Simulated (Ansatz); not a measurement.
Relaxed-ion elastic tensor of GaPt in space group P2_13 (No. 198; Ga on 4a, Pt on 4a) in GPa (Voigt order), PBEsol (plane waves, PAW; program Ansatz); density 14.93 g/cm³, 14.73 Å³ per atom.

```tsv
	1	2	3	4	5	6
1	279	151	151	0.0	0.0	0.0
2	151	279	151	0.0	0.0	0.0
3	151	151	279	0.0	0.0	0.0
4	0.0	0.0	0.0	61.6	0.0	0.0
5	0.0	0.0	0.0	0.0	61.6	0.0
6	0.0	0.0	0.0	0.0	0.0	61.6
```

Problem. Is the crystal mechanically stable?

Solution. Yes: the smallest eigenvalue of C is 61.6 GPa.

Problem. Work out the Voigt, Reuss and Hill averages.

Solution. K_V = 194, K_R = 194, K_H = 194; G_V = 62.5, G_R = 62.5, G_H = 62.5 GPa.

Problem. Give Young's modulus, Poisson's ratio, Pugh's ratio and the universal anisotropy index.

Solution. E = 9KG/(3K + G) = 169 GPa; ν = 0.35; K/G = 3.10 (ductile by the Pugh limit of 1.75); A_U = 5G_V/G_R + K_V/K_R − 6 = 0.00.

Problem. Estimate the sound speeds and the Debye temperature.

Solution. v_l = √((K + 4G/3)/ρ) = 4310 m/s, v_t = √(G/ρ) = 2050 m/s, mean 2300 m/s; Θ = (h/k)(3n/4πV)^(1/3) v_m = 280 K.

Problem. Give the Zener ratio and Young's modulus along [100], [110] and [111].

Solution. A = 2C44/(C11 − C12) = 0.97; 1/E = S11 − 2(S11 − S12 − S44/2)Γ with Γ = 0, 1/4, 1/3 gives 172, 168, 167 GPa.

The first step of the workflow began from a Materials Project structure, measured or hypothetical; the Crystallography Open Database copy checked does not list it. With Ga and Pt taken as one species the cell has the higher symmetry Pa-3, so it may be an ordered model of a mixed-site phase. Whether it is the stable phase at ambient conditions was not checked. The cell was relaxed with PBEsol under the symmetry of its start; its stability against distortions is not shown here. No spin polarisation was allowed. As this level gives no gap, shear constants depend on the k-mesh and smearing (Fermi–Dirac, 0.1 eV here). Spin–orbit coupling is left out wherever it is not named.

Potentials: the earlier of the program's two PAW sets. The files were generated under PBE; for other functionals the program regenerates the frozen cores, and for LDA and PBEsol the local potential too.
